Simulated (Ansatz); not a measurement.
Values for one crystal, relaxed and computed with the program Ansatz at the r²SCAN level (PAW); other levels are named.

Volume per atom: 14.99 Å³
Electronic character: metallic (no gap)
Pressure derivative B′: 3.3
Mechanical stability: unstable (C has a negative eigenvalue)
Elastic constants (relaxed ions, GPa): C11 = 2.7, C12 = 62.9, C44 = -65.3
Density of states at the Fermi level: 0.44 states/eV per atom (mean over ±0.08 eV)
Bulk modulus (Birch–Murnaghan fit): 43.3 GPa

Problem. Which of these materials gives this?
(A) Be, diamond
(B) W, R-3m (Pearson symbol hR13)
(C) Rb, β-Sn type
(D) Li, diamond

Solution. A, Be, diamond

Space group Fd-3m (diamond). The start of the workflow was typed in or built on a structure type; neither database checked (COD, Materials Project) lists it. It is not the phase usual at ambient conditions (space group No. 194). The r²SCAN relaxation kept the symmetry of its start. The volume moved by 16 % from the start of the relaxation. As this level gives no gap, shear constants depend on the k-mesh and smearing (Fermi–Dirac, 0.1 eV here).

Potentials: the later of the program's two PAW sets.
